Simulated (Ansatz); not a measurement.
NaCl (rock salt), relaxed with PBEsol (Ansatz, a first-principles code, plane waves, PAW): a = b = c = 5.601 Å, α = β = γ = 90.00°.

| Item | Value |
|---|---|
| gap (eV) | 5.01 |
| ΔH_f (eV/atom) | -1.80 |
| B₀ by P(V) fit (GPa) | 25.8 |
| K_Hill (GPa) | 25.9 |
| G_Hill (GPa) | 15.3 |
| electron conductivity mass (mₑ) | 0.39 |
| Θ_D (K) | 311 |

Problem. The same phase is relaxed and computed with r²SCAN in the same code. What are the cell and these values now?

Solution. a = 5.6077 Å, b = 5.6077 Å, c = 5.6077 Å, α = 90.00°, β = 90.00°, γ = 90.00°.

gap (eV): 5.97
ΔH_f (eV/atom): -2.04
B₀ by P(V) fit (GPa): 27.5
K_Hill (GPa): 27.5
G_Hill (GPa): 17.1
electron conductivity mass (mₑ): 0.40
Θ_D (K): 328

All cells were relaxed under the symmetry of their starts (and spin orders); stability against distortions was not tested throughout.

Potentials: the later of the program's two PAW sets.

Ansatz is a plane-wave DFT program.

Formation energies count from the lowest solids of the elements computed at the same level, not from gases.
